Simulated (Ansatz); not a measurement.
BN:
```
CELL_PARAMETERS angstrom
      2.59518     0.00000     0.00000
     -1.29759     2.24749     0.00000
      0.00000     0.00000     5.79885
ATOMIC_POSITIONS crystal
  B  0.50000 0.00000 0.50000
  B  0.00000 0.50000 0.16667
  B  0.50000 0.50000 0.83333
  N  0.50000 0.00000 0.00000
  N  0.00000 0.50000 0.66667
  N  0.50000 0.50000 0.33333
```

Relaxed with PBE+D3(BJ). PBE+D3(BJ) (plane waves, PAW; program Ansatz) gives a gap of 3.71 eV.

Problem. What gap does HSE06 give on the same cell (Ansatz, PAW)?

Solution. 5.01 eV, 1.30 eV more. The hybrid was solved on a coarser mesh and at special points; its gap is the smallest among all of these.

| k | v1 PBE+D3(BJ) | c1 PBE+D3(BJ) | v1 HSE06 | c1 HSE06 |
|---|---|---|---|---|
| Γ | 0.00 | 6.79 | 0.00 | 8.29 |
| A | -0.78 | 5.94 | ___ | ___ |
| K | -2.70 | 6.35 | ___ | ___ |
| H | -2.51 | 6.47 | ___ | ___ |
| M | -2.54 | 3.72 | -2.82 | 5.02 |
| L | -2.45 | 4.93 | ___ | ___ |

Problem. Top valence (v1) and lowest conduction level (c1) in eV from each method's valence maximum (which need not be a listed point): supply the withheld HSE06 values.

Solution. 
- H, v1 HSE06: -2.67
- H, c1 HSE06: 7.97
- A, v1 HSE06: -0.78
- A, c1 HSE06: 7.38
- L, v1 HSE06: -2.64
- L, c1 HSE06: 6.30
- K, v1 HSE06: -2.93
- K, c1 HSE06: 7.88

Cost on shared cores: the PBE+D3(BJ) run (SCF on a 12×12×5 mesh, then bands and DOS) very roughly 8 core-seconds, the HSE06 run (SCF on 7×7×3, then a few points) very roughly 27 core-seconds; the tasks are unlike.

Space group P6_222. A made-up cell: these elements were put on the sites of a structure type; neither database checked (COD, Materials Project) lists it. It is not the phase usual at ambient conditions (space group No. 186, 194, 216). Symmetry was held in the PBE+D3(BJ) relaxation; phonons on a q-mesh show no instability.

Potentials: the later of the program's two PAW sets.
